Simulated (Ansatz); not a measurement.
With LDA (plane waves, PAW; program Ansatz), Hg in the simple rhombohedral structure (R-3m) relaxes to a = 3.487 Å, c = 6.458 Å.

Electronic character: metallic (no gap).

The LDA relaxation kept the symmetry of its start. The substance is a gas or liquid at ambient conditions; this is its low-temperature solid. Axis ratios of metals converge slowly with the k-mesh, so a and c are less sure than the volume. Scalar-relativistic: spin–orbit coupling is off unless named, which matters more the heavier the elements.

Potentials: the later of the program's two PAW sets.
